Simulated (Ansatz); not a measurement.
Data:

Re:
```cif
data_Re2
_chemical_formula_sum 'Re2'
_space_group_name_H-M_alt 'P 1'
_space_group_IT_number 1
_cell_length_a 2.73827
_cell_length_b 2.73827
_cell_length_c 4.41497
_cell_angle_alpha 90.000
_cell_angle_beta 90.000
_cell_angle_gamma 120.000
loop_
_space_group_symop_operation_xyz
  'x, y, z'
loop_
_atom_site_label
_atom_site_type_symbol
_atom_site_fract_x
_atom_site_fract_y
_atom_site_fract_z
_atom_site_occupancy
Re1 Re 0.33333 0.66667 0.25000 1
Re2 Re 0.66667 0.33333 0.75000 1
```

This is the LDA-relaxed structure.

### Question
All from the program Ansatz at the LDA level (PAW), unless another level is named. Estimate the Poisson's ratio.

### Answer
0.30.

### Question
Next, the highest zone-centre frequency?

### Answer
3.65 THz.

Space group P6_3/mmc (hcp (Mg type)). Symmetry was held in the LDA relaxation. The run is not spin-polarised. As this level gives no gap, phonon frequencies hold no LO–TO term and depend on the k-mesh and smearing (Fermi–Dirac, 0.1 eV here). Spin–orbit coupling is left out wherever it is not named.

Potentials: the earlier of the program's two PAW sets. The files were generated under PBE; for other functionals the program regenerates the frozen cores, and for LDA and PBEsol the local potential too.
